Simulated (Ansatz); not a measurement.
# Ansatz 0.2.0, relaxation: CaPd₂S₂

The command:

```bash
ansatz run input.yaml --threads 2 --pin off --max-ram 2560MiB --backend cpu --events-out ev --progress --plain --runs-dir out
```

input.yaml:

```yaml
crystal:
  lattice:
    - [2.00258945, 3.46858689, 0.0]
    - [-2.00258945, 3.46858689, 0.0]
    - [0.0, 0.0, 6.63090953]
  atoms:
    - { symbol: Pd, position: [0.3333, 0.3334, 0.37649] }
    - { symbol: Pd, position: [0.6667, 0.6666, 0.62351] }
    - { symbol: Ca, position: [0.0, 0.0, 0.0] }
    - { symbol: S, position: [0.3333, 0.3334, 0.7463] }
    - { symbol: S, position: [0.6667, 0.6666, 0.2537] }
  symmetry: { tolerance: 0.0003 }
kpoints:
  mp_grid: { grid: [8, 8, 5], shift: [0, 0, 0] }
magnetization:
  spin_polarized: false
scf:
  occupations: { method: gaussian, width: 0.0766 }
  lower_state_search: "off"
hamiltonian:
  pseudopotentials: { kind: paw }
  xc: r2scan
  hubbard:
    projectors: all-electron-ortho-atomic
    sites: [{ species: Pd, l: d, u_eff: 3.38 }]
basis:
  ecutwfc: 500
  fft_grid_basis: typed
relax:
  max_steps: 80
  cell: { p_target: 0.0 }
  f_tol: 0.03
output:
  forces: true
  stress: true
  eigenvalues: true
  bader: true
  populations: true
  elf: true
  write_potential: true
  volumetric_format: npy
  dos:
    e_range: [-12, 8]
    de: 0.05
    projected: { site_lists: { Ca: [Ca], Pd: [Pd], S: [S] } }
  write_density: true
checkpoint:
  read: saved_state
```

Origin of the cell: a known structure type with other elements, at an estimated volume, so it need not be a known compound.

The saved state is a converged single point of the same cell.

Steps («new basis» is an SCF on plane waves selected anew at the same cell):

```csv
step,ΔF (meV/atom),max force component (eV/Å),P (GPa),volume (Å³),SCF iterations,step was
1,0.0,0.728,1.56,92.12,7,accepted
2,-7.3,0.079,1.71,90.64,9,accepted
3,-10.5,0.085,0.36,92.18,8,accepted
4,-11.6,0.082,-0.16,92.68,8,accepted
5,3.9,0.692,-1.45,94.24,10,rejected
6,-13.4,0.058,0.10,92.30,12,accepted
7,-14.0,0.051,-0.45,92.68,7,accepted
8,-14.3,0.010,-0.01,92.29,6,accepted
9,-14.4,0.010,-0.01,92.29,7,new basis
```

Step 1, with forces in eV/Å:

```xyz
5
Lattice="2.003 3.469 0.000 -2.003 3.469 0.000 0.000 0.000 6.631" Properties=species:S:1:pos:R:3:forces:R:3 pbc="T T T" step=1
Pd    0.000    2.312    2.496    0.000    0.000   -0.162
Pd    0.000    4.625    4.134    0.000    0.000    0.162
Ca    0.000    0.000    0.000    0.000    0.000    0.000
S     0.000    2.312    4.949    0.000    0.000    0.728
S     0.000    4.625    1.682    0.000    0.000   -0.728
```

Step 2, with forces in eV/Å:

```xyz
5
Lattice="2.016 3.491 0.000 -2.016 3.491 0.000 0.000 0.000 6.439" Properties=species:S:1:pos:R:3:forces:R:3 pbc="T T T" step=2
Pd    0.000    2.328    2.394    0.000    0.000    0.035
Pd    0.000    4.655    4.045    0.000    0.000   -0.035
Ca    0.000    0.000    0.000    0.000    0.000    0.000
S     0.000    2.328    4.888    0.000    0.000   -0.079
S     0.000    4.655    1.551    0.000    0.000    0.079
```

Step 3, with forces in eV/Å:

```xyz
5
Lattice="2.016 3.492 0.000 -2.016 3.492 0.000 0.000 0.000 6.547" Properties=species:S:1:pos:R:3:forces:R:3 pbc="T T T" step=3
Pd    0.000    2.328    2.450    0.000    0.000    0.001
Pd    0.000    4.656    4.096    0.000    0.000   -0.001
Ca    0.000    0.000    0.000    0.000    0.000    0.000
S     0.000    2.328    4.951    0.000    0.000    0.085
S     0.000    4.656    1.596    0.000    0.000   -0.085
```

Step 4, with forces in eV/Å:

```xyz
5
Lattice="2.013 3.486 0.000 -2.013 3.486 0.000 0.000 0.000 6.604" Properties=species:S:1:pos:R:3:forces:R:3 pbc="T T T" step=4
Pd    0.000    2.324    2.488    0.000    0.000   -0.031
Pd    0.000    4.648    4.116    0.000    0.000    0.031
Ca    0.000    0.000    0.000    0.000    0.000    0.000
S     0.000    2.324    5.001    0.000    0.000    0.082
S     0.000    4.648    1.603    0.000    0.000   -0.082
```

Step 6, with forces in eV/Å:

```xyz
5
Lattice="2.000 3.464 0.000 -2.000 3.464 0.000 0.000 0.000 6.663" Properties=species:S:1:pos:R:3:forces:R:3 pbc="T T T" step=6
Pd    0.000    2.309    2.519    0.000    0.000   -0.058
Pd    0.000    4.618    4.144    0.000    0.000    0.058
Ca    0.000    0.000    0.000    0.000    0.000    0.000
S     0.000    2.309    5.056    0.000    0.000    0.039
S     0.000    4.618    1.607    0.000    0.000   -0.039
```

Step 7, with forces in eV/Å:

```xyz
5
Lattice="1.986 3.440 0.000 -1.986 3.440 0.000 0.000 0.000 6.783" Properties=species:S:1:pos:R:3:forces:R:3 pbc="T T T" step=7
Pd    0.000    2.293    2.563    0.000    0.000   -0.014
Pd    0.000    4.587    4.221    0.000    0.000    0.014
Ca    0.000    0.000    0.000    0.000    0.000    0.000
S     0.000    2.293    5.157    0.000    0.000   -0.051
S     0.000    4.587    1.626    0.000    0.000    0.051
```

Step 9, with forces in eV/Å:

```xyz
5
Lattice="1.987 3.442 0.000 -1.987 3.442 0.000 0.000 0.000 6.747" Properties=species:S:1:pos:R:3:forces:R:3 pbc="T T T" step=9
Pd    0.000    2.295    2.545    0.000    0.000    0.005
Pd    0.000    4.589    4.202    0.000    0.000   -0.005
Ca    0.000    0.000    0.000    0.000    0.000    0.000
S     0.000    2.295    5.124    0.000    0.000    0.010
S     0.000    4.589    1.623    0.000    0.000   -0.010
```

```yaml
Free_energy_lowered_by: 14.4 meV/atom
Volume_change: 0.18 %
Final_pressure: -0.01 GPa
Relaxation_steps_listed: 9
Gap_on_the_mesh: none (metal)
```

Caveats: the relaxation held the start's symmetry, so the end may be a saddle point.

Time: 3.6 min on 2 threads of Arm Neoverse N1 (shared host), peak memory 0.8 GiB, from a saved density.
